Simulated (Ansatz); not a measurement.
The following input was run with Ansatz 0.2.0.

```yaml
crystal:
  lattice:
    - [2.2027777455, -4.6101831543, 0.0]
    - [2.2027777455, 4.6101831543, 0.0]
    - [0.0, 0.0, 4.2374137289]
  atoms:
    - { symbol: Li, position: [0.5879335401, 0.4120664599, 0.75] }
    - { symbol: Li, position: [0.4120664599, 0.5879335401, 0.25] }
    - { symbol: Li, position: [0.2400005087, 0.7599994913, 0.75] }
    - { symbol: Li, position: [0.7599994913, 0.2400005087, 0.25] }
    - { symbol: Ga, position: [0.9233450129, 0.0766549871, 0.75] }
    - { symbol: Ga, position: [0.0766549871, 0.9233450129, 0.25] }
basis:
  ecutwfc: 500
kpoints:
  mp_grid: { grid: [10, 10, 8] }
hamiltonian:
  xc: r2scan
scf:
  occupations: { method: gaussian, width: 0.1 }
output:
  forces: true
  stress: true
  eigenvalues: true
relax:
  adjacent_minimum: "off"
  f_tol: 0.01
  max_steps: 30
  cell: { stress_tol: 0.1, fix: [volume] }
```

Launched with
```bash
ansatz run input.yaml --threads 1 --pin off --max-ram 2560MiB --backend cpu --events-out ev --progress --plain --runs-dir out
```

All numbers below come from DFT r2SCAN, scalar-relativistic, plane waves, PAW in Ansatz 0.2.0.

Abridged output:

```
Pseudopotentials: kind: paw
Pseudopotential: Li, paw, valence charge 3, recommended cutoff 500 eV (meta_gga)
Pseudopotential: Ga, paw, valence charge 13, recommended cutoff 500 eV (meta_gga)
Functional definition: r2SCAN
Crystal: 6 atoms, lattice volume = 86.064 Å³
Basis set: ecut = 500 eV, 2179 PW (Γ), exchange–correlation on 160×160×128 points (64 copies of the dense FFT grid, shifted against one another)
Bands: 25, of which v1, the nominal top of the filled ones, is band 19 counted from 1 (18 counted from 0)
Symmetry: 8 space group operations
Space group: Cmcm (ITA 63), of the structure as read, at distance tolerance 4.4e-5 Å
k-points: 155 of 800
Initial density: superposition of atomic densities (neutral atoms: chi_scale 0, normalization atom), corrected by the library's trained network
Initial wavefunctions: pseudopotential atomic-orbital guess
Functional: x = r2scan, c = r2scan; τ floored in thin density (d = 2e-4 eV/Å³)
SCF iter   1: F=—  HF=-8402.941896 eV  |F-HF|=—  |Δ(HF+E_count)|=         —  Δρ=7.28e-3  dr2=5.42e-2  dr2_τ=8.20e-3  ethr=1.77e-3  ⟨swp⟩=5.6  Hψ=16450  notcnv=0  defer=23
SCF iter   2: F=—  HF=-8402.971054 eV  |F-HF|=—  |Δ(HF+E_count)|=   2.92e-2  Δρ=2.72e-3  dr2=1.56e-2  dr2_τ=9.24e-5  ethr=1.43e-4  ⟨swp⟩=2.0  Hψ=8759  notcnv=0  defer=231
SCF iter   3: F=—  HF=-8402.969704 eV  |F-HF|=—  |Δ(HF+E_count)|=   1.35e-3  Δρ=2.13e-3  dr2=9.20e-3  dr2_τ=3.09e-5  ethr=4.11e-5  ⟨swp⟩=2.0  Hψ=5760  notcnv=0  defer=231
SCF iter   4: F=—  HF=-8402.968021 eV  |F-HF|=—  |Δ(HF+E_count)|=   1.68e-3  Δρ=5.16e-4  dr2=3.06e-4  dr2_τ=1.34e-6  ethr=2.42e-5  ⟨swp⟩=2.0  Hψ=4417  notcnv=0  defer=231
SCF iter   5: F=—  HF=-8402.968083 eV  |F-HF|=—  |Δ(HF+E_count)|=   6.11e-5  Δρ=1.32e-4  dr2=2.06e-5  dr2_τ=1.76e-7  ethr=8.05e-7  ⟨swp⟩=3.0  Hψ=6595  notcnv=0  defer=231
SCF iter   6: F=—  HF=-8402.968091 eV  |F-HF|=—  |Δ(HF+E_count)|=   8.55e-6  Δρ=4.36e-5  dr2=1.64e-6  dr2_τ=1.10e-8  ethr=5.41e-8  ⟨swp⟩=2.0  Hψ=4427  notcnv=0  defer=231
SCF iter   7: F=—  HF=-8402.968093 eV  |F-HF|=—  |Δ(HF+E_count)|=   1.93e-6  Δρ=9.89e-6  dr2=1.22e-7  dr2_τ=5.89e-10  ethr=4.31e-9  ⟨swp⟩=2.0  Hψ=5970  notcnv=0  defer=231
SCF iter   8: F=-8402.968093 eV  HF=-8402.968093 eV  |F-HF|=3.59e-9  |Δ(HF+E_count)|=   7.22e-8  Δρ=2.66e-6  dr2=1.07e-8  dr2_τ=3.35e-11  ethr=2.63e-10  ⟨swp⟩=8.3  Hψ=16728  notcnv=0
SCF 1 converged in 8 iterations: F = -8402.968093 eV  dr2 = 1.07e-8
relax step   1: F+E_penalty+E_count = -8402.96809305 eV  Δ(F+E_penalty+E_count) = +0.000e0 eV  max|allowed force component| = 5.256e-2 eV/Å  Δτ_max = 0.0000 Å  P = +2.513 GPa  Ω = 86.064 Å³  fix = [volume]  reactions: volume +2.513 GPa (8 SCF iters, dr2 threshold 1.00e-7 eV, accepted)
Basis set: ecut = 500 eV, 2163 PW (Γ), exchange–correlation on 160×160×128 points (64 copies of the dense FFT grid, shifted against one another)
Initial density: handed on by an earlier stage of this run
Initial wavefunctions: those handed on with the density
SCF iter   1: F=—  HF=-8402.968181 eV  |F-HF|=—  |Δ(HF+E_count)|=         —  Δρ=6.13e-4  dr2=5.06e-4  dr2_τ=3.45e-4  ethr=1.30e-6  ⟨swp⟩=3.0  Hψ=19511  notcnv=0
SCF iter   2: F=—  HF=-8402.968890 eV  |F-HF|=—  |Δ(HF+E_count)|=   7.09e-4  Δρ=3.67e-4  dr2=2.18e-4  dr2_τ=1.66e-6  ethr=1.30e-6  ⟨swp⟩=2.0  Hψ=6234  notcnv=0
SCF iter   3: F=—  HF=-8402.968837 eV  |F-HF|=—  |Δ(HF+E_count)|=   5.34e-5  Δρ=9.01e-5  dr2=1.58e-5  dr2_τ=2.56e-7  ethr=5.74e-7  ⟨swp⟩=2.0  Hψ=4380  notcnv=0
SCF iter   4: F=—  HF=-8402.968831 eV  |F-HF|=—  |Δ(HF+E_count)|=   5.64e-6  Δρ=4.57e-5  dr2=1.69e-6  dr2_τ=2.73e-8  ethr=4.15e-8  ⟨swp⟩=2.5  Hψ=6041  notcnv=0
SCF iter   5: F=—  HF=-8402.968831 eV  |F-HF|=—  |Δ(HF+E_count)|=   3.54e-7  Δρ=2.55e-5  dr2=5.06e-7  dr2_τ=6.78e-9  ethr=4.45e-9  ⟨swp⟩=2.0  Hψ=6197  notcnv=0
SCF iter   6: F=-8402.968832 eV  HF=-8402.968831 eV  |F-HF|=3.84e-8  |Δ(HF+E_count)|=   1.31e-8  Δρ=8.67e-6  dr2=7.87e-8  dr2_τ=5.53e-10  ethr=4.54e-10  ⟨swp⟩=5.2  Hψ=17120  notcnv=0
SCF 2 converged in 6 iterations: F = -8402.968832 eV  dr2 = 7.87e-8
relax step   2: F+E_penalty+E_count = -8402.96883153 eV  Δ(F+E_penalty+E_count) = -7.385e-4 eV  max|allowed force component| = 1.866e-2 eV/Å  Δτ_max = 0.0108 Å  P = +2.422 GPa  Ω = 86.064 Å³  fix = [volume]  reactions: volume +2.422 GPa (6 SCF iters, dr2 threshold 1.73e-7 eV, accepted)
Basis set: ecut = 500 eV, 2171 PW (Γ), exchange–correlation on 160×160×128 points (64 copies of the dense FFT grid, shifted against one another)
SCF iter   1: F=—  HF=-8402.968745 eV  |F-HF|=—  |Δ(HF+E_count)|=         —  Δρ=3.12e-4  dr2=2.79e-5  dr2_τ=1.05e-4  ethr=7.58e-8  ⟨swp⟩=2.0  Hψ=18909  notcnv=0
SCF iter   2: F=—  HF=-8402.968937 eV  |F-HF|=—  |Δ(HF+E_count)|=   1.92e-4  Δρ=1.93e-4  dr2=1.58e-5  dr2_τ=1.74e-7  ethr=7.35e-8  ⟨swp⟩=2.0  Hψ=6824  notcnv=0
SCF iter   3: F=—  HF=-8402.968932 eV  |F-HF|=—  |Δ(HF+E_count)|=   5.03e-6  Δρ=2.12e-5  dr2=9.80e-7  dr2_τ=1.24e-8  ethr=4.17e-8  ⟨swp⟩=2.0  Hψ=4376  notcnv=0
SCF iter   4: F=—  HF=-8402.968932 eV  |F-HF|=—  |Δ(HF+E_count)|=   2.66e-7  Δρ=1.49e-5  dr2=1.92e-7  dr2_τ=2.14e-9  ethr=2.58e-9  ⟨swp⟩=2.0  Hψ=6158  notcnv=0
SCF iter   5: F=—  HF=-8402.968932 eV  |F-HF|=—  |Δ(HF+E_count)|=  9.42e-10  Δρ=9.19e-6  dr2=6.61e-8  dr2_τ=5.52e-10  ethr=5.06e-10  ⟨swp⟩=2.0  Hψ=6189  notcnv=0
SCF iter   6: F=-8402.968932 eV  HF=-8402.968932 eV  |F-HF|=1.58e-9  |Δ(HF+E_count)|=   3.02e-8  Δρ=3.53e-6  dr2=1.20e-8  dr2_τ=1.10e-10  ethr=5.73e-11  ⟨swp⟩=2.1  Hψ=13601  notcnv=0
SCF 3 converged in 6 iterations: F = -8402.968932 eV  dr2 = 1.20e-8
relax step   3: F+E_penalty+E_count = -8402.96893212 eV  Δ(F+E_penalty+E_count) = -1.006e-4 eV  max|allowed force component| = 1.959e-3 eV/Å  Δτ_max = 0.0038 Å  P = +2.411 GPa  Ω = 86.064 Å³  energy of the carried Pulay correction = -3.150e-18 eV  fix = [volume]  reactions: volume +2.411 GPa (6 SCF iters, dr2 threshold 2.18e-8 eV, accepted)
Initial wavefunctions: pseudopotential atomic-orbital guess (no wavefunctions were taken with the density)
SCF iter   1: F=—  HF=-8402.968909 eV  |F-HF|=—  |Δ(HF+E_count)|=         —  Δρ=4.14e-5  dr2=3.76e-8  dr2_τ=4.75e-9  ethr=1.96e-8  ⟨swp⟩=2.8  Hψ=24590  notcnv=0
SCF iter   2: F=—  HF=-8402.968924 eV  |F-HF|=—  |Δ(HF+E_count)|=   1.51e-5  Δρ=2.10e-5  dr2=1.27e-8  dr2_τ=4.91e-8  ethr=9.89e-11  ⟨swp⟩=2.0  Hψ=6785  notcnv=0
SCF iter   3: F=—  HF=-8402.968930 eV  |F-HF|=—  |Δ(HF+E_count)|=   6.43e-6  Δρ=1.05e-6  dr2=1.12e-9  dr2_τ=3.52e-11  ethr=3.35e-11  ⟨swp⟩=2.0  Hψ=6830  notcnv=0
SCF iter   4: F=—  HF=-8402.968930 eV  |F-HF|=—  |Δ(HF+E_count)|=   1.03e-9  Δρ=7.33e-7  dr2=4.79e-10  dr2_τ=2.24e-11  ethr=1.00e-12  ⟨swp⟩=4.3  Hψ=13327  notcnv=0
SCF iter   5: F=-8402.968930 eV  HF=-8402.968930 eV  |F-HF|=7.46e-11  |Δ(HF+E_count)|=   2.53e-9  Δρ=1.92e-7  dr2=7.83e-11  dr2_τ=1.30e-12  ethr=1.00e-12  ⟨swp⟩=4.0  Hψ=12580  notcnv=0
SCF 4 converged in 5 iterations: F = -8402.968930 eV  dr2 = 7.83e-11
SCF converged after 5 iterations
Free energy (F): -8402.968930 eV
Harris-Foulkes:  -8402.968930 eV  (|F-HF|=7.46e-11)
Internal energy: -8402.960723 eV  (E = F + TS)
E sigma→0 (E₀):  -8402.964827 eV
Entropy (-TS):   -0.008207 eV (-1.368 meV/atom)
Fermi energy:    5.653017 eV
--- Per-component energies (eV) ---
  E_band       = -494.920977
  E_kinetic    = 321.586646
  E_local      = -4788.080493  (includes V_loc(G=0)·N_el)
  E_nonlocal   = 714.851338
  E_hartree    = 2165.137966
  E_xc         = -168.340488
  E_vxc        = -181.802707  (∫ρ·V_xc dr)
  E_paw        = -4088.504413  (= ΣΔE_a)
  E_vpaw       = -902.171325  (= ΣTr[D̂ρ^β])
  E_aug_tail   = -0.000493  (compensation charges beyond the density's cutoff)
  E_vtau       = 10.420200  (kinetic-family band-sum trace: ∫τ·v_τ [+ j·A + Jᵃ·Aᵃ] dr)
  E_ewald      = -2558.304648
  E_core_change = -1.306140  (= ΣΔE_core)
  E_smearing   = -0.008207  (= −TS)
--- Forces (eV/Å), atoms counted from 1 ---
  atom   1  Li     0.00000000    -0.00100705     0.00000000
  atom   2  Li     0.00000000     0.00100705     0.00000000
  atom   3  Li     0.00000000     0.00136711     0.00000000
  atom   4  Li     0.00000000    -0.00136711     0.00000000
  atom   5  Ga     0.00000000    -0.00194792     0.00000000
  atom   6  Ga     0.00000000     0.00194792     0.00000000
--- Stress (GPa, compression-positive) ---
        2.406139       0.000000       0.000000
        0.000000       2.408787       0.000000
        0.000000       0.000000       2.417460
  P = ⅓ Tr σ = 2.4108 GPa (24.108 kbar)
--- Band table (eV; the first three rows and the last of 155) ---
  k-point 0: bands = ["-41.9960", "-41.9669", "-41.6881", "-41.6774", "-9.3013", "-9.2403", "-9.2035", "-9.1774", "-9.1252", "-9.0695", "-9.0081", "-8.9775", "-8.9736", "-8.9117", "-3.2861", "2.6944", "4.1370", "4.6687", "5.2784", "6.8381", "7.9328", "8.8071", "9.1867", "11.6771", "12.1274"]
  k-point 1: bands = ["-41.9948", "-41.9679", "-41.6877", "-41.6779", "-9.3129", "-9.2417", "-9.1813", "-9.1781", "-9.1311", "-9.0609", "-9.0048", "-9.0022", "-8.9780", "-8.8934", "-3.1632", "2.1303", "4.1923", "4.7302", "5.4218", "6.9612", "8.6320", "8.7441", "8.9681", "10.8847", "11.9443"]
  k-point 2: bands = ["-41.9913", "-41.9708", "-41.6868", "-41.6793", "-9.3231", "-9.2488", "-9.1874", "-9.1463", "-9.1346", "-9.0457", "-9.0412", "-8.9901", "-8.9807", "-8.8777", "-2.7939", "0.9585", "4.4315", "4.8978", "5.8460", "7.3105", "8.2694", "8.4122", "9.9768", "10.0006", "10.6313"]
  k-point 154: bands = ["-41.9804", "-41.9804", "-41.6835", "-41.6835", "-9.2940", "-9.2940", "-9.1717", "-9.1717", "-9.0891", "-9.0891", "-9.0068", "-9.0068", "-8.9186", "-8.9186", "-0.8861", "-0.8861", "2.7051", "2.7051", "6.2748", "6.2748", "9.3119", "9.3119", "13.8182", "13.8182", "13.8256"]
--- Relaxed structure (3 steps of the walk, 3 accepted, 1 SCFs on fresh bases) ---
  F+E_penalty+E_count = -8402.96893025 eV   max|allowed force component| = 1.948e-3 eV/Å   (the final SCF, on the basis selected at the relaxed cell)
  cell:  # Å, volume = 86.0636 Å³
    - [2.20054839, -4.60309581, 0.0]
    - [2.20054839, 4.60309581, 0.0]
    - [0.0, 0.0, 4.24823751]
  atoms:
    - { symbol: Li, position: [0.58869878, 0.41130121, 0.74999999] }
    - { symbol: Li, position: [0.41130121, 0.58869878, 0.25] }
    - { symbol: Li, position: [0.24053968, 0.75946031, 0.74999999] }
    - { symbol: Li, position: [0.75946031, 0.24053968, 0.25] }
    - { symbol: Ga, position: [0.92258356, 0.07741643, 0.74999999] }
    - { symbol: Ga, position: [0.07741643, 0.92258356, 0.25] }
```

The relaxation met its thresholds.

It took 2.9 min on 1 thread of Arm Neoverse V1 (shared host), peak memory 0.83 GiB.